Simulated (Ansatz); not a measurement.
Ni₃Sn:
```cif
data_Ni3Sn
_chemical_formula_sum 'Ni3 Sn1'
_space_group_name_H-M_alt 'Pm-3m'
_space_group_IT_number 221
_space_group_name_Hall '-P 4 2 3'
_cell_length_a 3.63814
_cell_length_b 3.63814
_cell_length_c 3.63814
_cell_angle_alpha 90.000
_cell_angle_beta 90.000
_cell_angle_gamma 90.000
loop_
_atom_site_label
_atom_site_type_symbol
_atom_site_symmetry_multiplicity
_atom_site_Wyckoff_symbol
_atom_site_fract_x
_atom_site_fract_y
_atom_site_fract_z
_atom_site_occupancy
Ni1 Ni 3 c 0.00000 0.50000 0.50000 1
Sn1 Sn 1 a 0.00000 0.00000 0.00000 1
```

Relaxed with LDA.

**Question.** Which orbitals make up the states near the Fermi level in LDA (plane waves, PAW; program Ansatz)?

**Answer.** Within 0.5 eV of the Fermi level: Ni 3d 89 %. Projections are on Löwdin-orthogonalised atomic valence shells; empty p or d shells of many metals are not among them.

**Question.** Tabulate the density of states.

**Answer.** States/eV per cell of 4 atoms, in 0.25 eV bins, energy from the Fermi level.

| E (eV) | total | Ni 3d | Sn 5p | Ni 4s |
|---|---|---|---|---|
| -7.85 | 0.14 | 0.05 | 0.00 | 0.00 |
| -7.60 | 0.00 | 0.00 | 0.00 | 0.00 |
| -7.35 | 0.13 | 0.01 | 0.06 | 0.05 |
| -7.10 | 0.28 | 0.02 | 0.14 | 0.11 |
| -6.85 | 0.41 | 0.04 | 0.20 | 0.15 |
| -6.60 | 0.53 | 0.06 | 0.25 | 0.18 |
| -6.35 | 0.67 | 0.09 | 0.32 | 0.22 |
| -6.10 | 0.88 | 0.13 | 0.41 | 0.26 |
| -5.85 | 1.23 | 0.23 | 0.57 | 0.32 |
| -5.60 | 1.38 | 0.31 | 0.61 | 0.33 |
| -5.35 | 1.46 | 0.41 | 0.60 | 0.31 |
| -5.10 | 1.29 | 0.40 | 0.54 | 0.24 |
| -4.85 | 1.58 | 0.57 | 0.63 | 0.26 |
| -4.60 | 1.72 | 0.72 | 0.64 | 0.25 |
| -4.35 | 1.52 | 0.80 | 0.43 | 0.19 |
| -4.10 | 1.16 | 0.64 | 0.34 | 0.11 |
| -3.85 | 1.84 | 1.14 | 0.48 | 0.16 |
| -3.60 | 4.63 | 3.02 | 1.33 | 0.19 |
| -3.35 | 6.78 | 5.31 | 0.94 | 0.40 |
| -3.10 | 4.87 | 3.74 | 0.24 | 0.74 |
| -2.85 | 5.34 | 4.85 | 0.20 | 0.18 |
| -2.60 | 9.66 | 8.96 | 0.16 | 0.30 |
| -2.35 | 5.44 | 5.00 | 0.09 | 0.15 |
| -2.10 | 10.35 | 9.72 | 0.21 | 0.12 |
| -1.85 | 7.41 | 6.75 | 0.27 | 0.10 |
| -1.60 | 3.61 | 3.31 | 0.12 | 0.05 |
| -1.35 | 8.17 | 7.90 | 0.07 | 0.06 |
| -1.10 | 16.49 | 16.02 | 0.13 | 0.14 |
| -0.85 | 10.44 | 9.74 | 0.15 | 0.31 |
| -0.60 | 9.51 | 8.58 | 0.16 | 0.26 |
| -0.35 | 5.93 | 5.35 | 0.16 | 0.11 |
| -0.10 | 3.66 | 3.45 | 0.05 | 0.03 |
| 0.15 | 0.62 | 0.49 | 0.10 | 0.01 |
| 0.40 | 1.11 | 0.81 | 0.23 | 0.03 |
| 0.65 | 2.91 | 2.03 | 0.63 | 0.15 |
| 0.90 | 2.07 | 1.24 | 0.55 | 0.15 |
| 1.15 | 1.57 | 0.81 | 0.48 | 0.14 |
| 1.40 | 1.32 | 0.60 | 0.45 | 0.13 |
| 1.65 | 1.20 | 0.49 | 0.42 | 0.12 |
| 1.90 | 1.10 | 0.41 | 0.40 | 0.11 |
| 2.15 | 1.03 | 0.36 | 0.38 | 0.11 |
| 2.40 | 1.02 | 0.33 | 0.37 | 0.11 |
| 2.65 | 1.00 | 0.30 | 0.37 | 0.12 |
| 2.90 | 0.97 | 0.27 | 0.36 | 0.13 |
| 3.15 | 0.92 | 0.23 | 0.34 | 0.15 |
| 3.40 | 0.83 | 0.19 | 0.30 | 0.16 |
| 3.65 | 0.79 | 0.17 | 0.30 | 0.16 |
| 3.90 | 1.00 | 0.20 | 0.31 | 0.31 |
| 4.15 | 1.20 | 0.23 | 0.29 | 0.48 |
| 4.40 | 1.10 | 0.19 | 0.25 | 0.47 |
| 4.65 | 1.02 | 0.15 | 0.20 | 0.44 |

The first step of the workflow began from a Materials Project structure, measured or hypothetical; the Crystallography Open Database files this formula in space group No. 221, but the cells were not matched. Its standing as an ambient phase is unchecked. The cell was relaxed with LDA under the symmetry of its start; of distortions, only those at the zone centre were tested. The run is not spin-polarised. Scalar-relativistic: spin–orbit coupling is off unless named, which matters more the heavier the elements.

Potentials: the later of the program's two PAW sets.
